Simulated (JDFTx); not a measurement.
Au(110) slab cut from bulk Au (space group Fm-3m, indices of the conventional cell, lattice of the Materials Project entry mp-81, not re-optimised): 5 atoms in 5 planes, a 1x1 cell of 12.30 Å² (|a| = 4.171, |b| = 2.950 Å), 5.9 Å between the outermost planes, cell height 21.9 Å, 6×8×1 k mesh, Fermi smearing 0.01 Ha, no spin polarisation.

Reference level: PBE, GBRV ultrasoft potentials, plane waves to 20/100 Ha, in JDFTx (a modified build). Unrelaxed; liquid: linear PCM (GLSSA13), water, 1 M NaF. The reference uses energyDiffThreshold 1e-8 (1e-7 at fixed potential) and fluid knormThreshold 1e-11; each other row changes one option in all its runs. The electron chemical potential μ is absolute (zero in the bulk liquid) and is turned into a potential by U = −μ/e − 4.44 V vs SHE, a convention.

Options: reference; energyDiffThreshold 1e-5; energyDiffThreshold 1e-6; energyDiffThreshold 1e-10; fluid knormThreshold 1e-9; fluid knormThreshold 1e-10; fluid knormThreshold 1e-12.

Task: Which options move the work function or U_pzc by more than 0.02 from the reference?

Result: energyDiffThreshold 1e-5.

```csv
option,"F − F(reference), vacuum (meV/cell)",work function (eV),U_pzc (V),σ held at 0.90 V (μC/cm²)
reference,0.0,5.020,0.399,7.6
energyDiffThreshold 1e-5,0.1,5.274,0.395,7.5
energyDiffThreshold 1e-6,0.0,5.027,0.403,7.6
energyDiffThreshold 1e-10,0.0,5.020,0.398,7.5
fluid knormThreshold 1e-9,0.0,5.020,0.396,7.7
fluid knormThreshold 1e-10,0.0,5.020,0.398,7.6
fluid knormThreshold 1e-12,0.0,5.020,0.398,7.6
```

A dash marks a run that didn't converge or wasn't made; the third decimal is shown to expose solver noise and isn't converged.
